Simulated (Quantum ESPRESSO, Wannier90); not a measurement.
Tight-binding from DFT: ZrSe₂ (CdI2 type)

```xyz
3
Lattice="3.8112 0.0000 0.0000 -1.9056 3.3006 0.0000 0.0000 0.0000 6.3999" Properties=species:S:1:pos:R:3 pbc="T T T"
Zr     0.0000     0.0000     0.0000
Se    -1.9056     1.1002    -1.5623
Se     1.9056    -1.1002     1.5623
```

Materials Project entry mp-2076; symmetrised, unrelaxed at this level. COD (Crystallography Open Database) has an entry of this formula and space group (matched by these alone). Computed values, not measurements, from PBEsol: Quantum ESPRESSO (norm-conserving PseudoDojo potentials, cutoff 69 Ry, spinors with spin-orbit coupling) on a Γ-centred 6×6×4 mesh, then Wannier90. Density: 12×12×6 mesh, Gaussian smearing 0.01 Ry. The cell is built of weakly bound layers, chains or molecules, whose nearest atoms lie 3.95 Å apart. Database cells relaxed without dispersion often hold them too far apart, which can enlarge gaps and weakens couplings between them; spacing and stacking were not compared with the measured crystal. The gap is small at this level and was sampled on the meshes and a path alone.

A tight-binding model is made by disentanglement and projection with no localisation steps (num_iter = 0), so the 22 orbitals stay atom-like: hydrogen-like Zr: d; Se: p, axes along x, y, z; frozen window up to 3.82 eV relative to the valence-band maximum. It follows pw.x to 5.4 meV rms for states up to 1.2 eV relative to the valence-band maximum. Matrix elements depend on this choice of orbitals and windows.

What are the on-site energies relative to the valence-band maximum, and how fast do the hoppings decay?


```
atom                   orbitals  energy (eV)
----  -------------------------  -----------
Zr1                   dz2↑ dz2↓         1.05
Zr1         dxz↑ dxz↓ dyz↑ dyz↓         1.78
Zr1   dx2-y2↑ dx2-y2↓ dxy↑ dxy↓         1.31
Se2                     pz↑ pz↓        -1.41
Se2             px↑ px↓ py↑ py↓        -1.51
Se3                     pz↑ pz↓        -1.41
Se3             px↑ px↓ py↑ py↓        -1.51
```

| distance of the centres (Å) | largest modulus (eV) |
|---|---|
| 2–3 | 1.4 |
| 3–4 | 0.59 |
| 4–5 | 0.075 |
| 5–6 | 0.13 |
| 6–7 | 0.050 |
| 7–8 | 0.055 |
| 8–9 | 0.033 |
